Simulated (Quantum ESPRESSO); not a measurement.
One change at a time to Pd2TaW2Zr3

Calculated results; nothing here was measured. They come from Quantum ESPRESSO 7.5, a public plane-wave density functional program. Each row is one single-point run on a made-up periodic cell of eight metal atoms, with elements, volume, strain and displacements drawn at random and not relaxed, so a cell may be unstable or far from any real phase. There is no spin polarisation or spin-orbit coupling.

Settings: PBE unless stated; PseudoDojo standard norm-conserving files; Fermi-Dirac width 0.25 eV, which means electrons at about 2900 K; cutoff 1116 eV; 6 x 4 x 4 k mesh shifted half a step off Gamma. E is the free energy of the whole cell (internal energy minus TS), so a -TS column is already part of it. Stress is positive in tension, and the pressure P is minus a third of its trace.

Checks: one run of this series was repeated at a higher cutoff and on a denser mesh, which moved values by no more than 0.004 eV, 0.08 GPa and 0.010 eV/Å, and a second program with other atomic files agreed on it to 2 % rms in force and 0.5 GPa in pressure. Known limits: heavy elements are run without spin-orbit coupling, which real alloys of them have; a spin test at this wide smearing found no moment, but such smearing suppresses magnetism that the real alloy may have.

The lattice is face-centred cubic, and the cell vectors in Å are (-0.015, 4.100, 0.045); (-4.183, -0.030, -4.214); (-4.087, 0.060, 4.118), a volume of 141.21 Å³ in run 1. The elements on sites 1 to 8 are Zr Zr Pd W W Ta Pd Zr. Each later run makes one change to run 1 and keeps the rest. E is counted from run 1, and is n/a where other atomic files have another zero of energy.

| run | change | V (Å³) | P (GPa) | -TS (eV) | rms force (eV/Å) | largest change of a force component (eV/Å) | E (eV) |
|---|---|---|---|---|---|---|---|
| 1 | none | 141.21 | 9.44 | -1.705 | 1.062 | 0.000 | 0.000 |
| 2 | sites 6 and 8 exchanged | 141.21 | 9.39 | -1.664 | 0.928 | 1.143 | 0.081 |
| 3 | all lengths scaled by -1.70 % | 134.13 | 20.25 | -1.613 | 1.229 | 0.419 | 0.647 |
| 4 | LDA in place of PBE | 141.21 | -1.90 | -1.715 | 0.974 | 0.261 | n/a |
| 5 | Ga on site 1 | 141.21 | 1.08 | -1.536 | 0.923 | 1.034 | n/a |
| 6 | site 6 moved by +0.22 Å along y | 141.21 | 9.83 | -1.696 | 1.084 | 1.372 | ? |

## Worked estimate

Along the move dE = -F dx. The force on site 6 along y is 0.190 eV/Å in run 1 and -1.182 eV/Å in run 6, and the move is +0.22 Å, so the mean force times the move gives an estimate.

## Withheld value

Question: what E should run 6 give?

The estimate is 0.109 eV. The calculation gave 0.107 eV.
